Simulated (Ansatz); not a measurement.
Ta2Se (space group P4/nmm)

```
Ta2Se
1.0
    3.33302     0.00000     0.00000
    0.00000     3.33302     0.00000
    0.00000     0.00000     9.70834
Ta Se
4 2
Cartesian
  1.66651   0.00000   7.34351
  0.00000   1.66651   2.36483
  0.00000   1.66651   8.96394
  1.66651   0.00000   0.74440
  0.00000   1.66651   6.15273
  1.66651   0.00000   3.55560
```

These are LDA (plane waves to 420 eV, PAW, scalar-relativistic; Ansatz, an electronic-structure program) values and carry that method's errors. Harmonic phonons by density-functional perturbation theory on a 14×14×6 k mesh, in cm⁻¹ and rounded to 5; i marks imaginary ones, q is in fractions of the reciprocal vectors of the cell shown, and the three acoustic modes at Γ are left out. Spin-orbit coupling is left out, though Ta is heavy. Ta2Se is run without spin polarisation. Ta2Se was relaxed with its symmetry unable to fall.

Problem. Does any mode at Γ, X = (0.5, 0.0, 0.0), M = (0.5, 0.5, 0.0), Z = (0.0, 0.0, 0.5) come out imaginary?

Solution. No imaginary mode at these points (lowest 20 cm⁻¹ at Z = (0.0, 0.0, 0.5)); other wave vectors were not tested.

Problem. Predict the phonon wavenumbers at Γ, X = (0.5, 0.0, 0.0), M = (0.5, 0.5, 0.0), Z = (0.0, 0.0, 0.5).

Solution. 
```
q                                                                                          wavenumbers (cm⁻¹)
-------------------  ----------------------------------------------------------------------------------------
Γ                                     50 (×2), 90 (×2), 100, 160 (×2), 170, 170 (×2), 185, 190, 190 (×2), 220
X = (0.5, 0.0, 0.0)   85 (×2), 110 (×2), 120 (×2), 130 (×2), 140 (×2), 150 (×2), 185 (×2), 195 (×2), 210 (×2)
M = (0.5, 0.5, 0.0)  110 (×2), 120 (×2), 130 (×2), 140 (×2), 145 (×2), 180 (×2), 185 (×2), 205 (×2), 210 (×2)
Z = (0.0, 0.0, 0.5)      20 (×2), 25, 40 (×2), 90 (×2), 100, 160 (×2), 165, 175 (×2), 180, 185 (×2), 200, 210
```
